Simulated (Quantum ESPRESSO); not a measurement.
## NMR parameters of SiS2

```
CELL_PARAMETERS angstrom
     -2.87469     4.91045     2.77435
      2.87469    -4.91045     2.77435
      2.87469     4.91045    -2.77435
ATOMIC_POSITIONS crystal
  Si 0.75000 0.75000 0.00000
  Si 0.25000 0.25000 0.00000
  S  0.88475 0.79856 0.68331
  S  0.11525 0.20144 0.31669
  S  0.61525 0.29856 0.91381
  S  0.38475 0.70144 0.08619
```
Geometry: a computed entry of the Materials Project; it was not checked against measured cells. It is SiS2 in Ibam; whether this form has been observed was not checked. Stability against distortions was not tested. Forces on the atoms reach 0.21 eV/Å at this level.

Shieldings are absolute and leave out the bulk-susceptibility term; a larger σ means a smaller chemical shift. By our sweeps, such settings leave a few ppm in absolute σ. No d partial waves on Si, S: the paramagnetic term there is incompletely reconstructed.

What do the calculations give at each independent site (shieldings by PBE GIPAW on JTH datasets (Quantum ESPRESSO, modified build), 20 Ha, k-mesh 5×5×5 shifted, f-sum rule met within 0.01 %)?


| site | site symmetry | σ_iso (ppm) |
|---|---|---|
| Si (atoms 1, 2) | 222 | 340 |
| S (atoms 3, 4, 5, 6) | m | 400 |
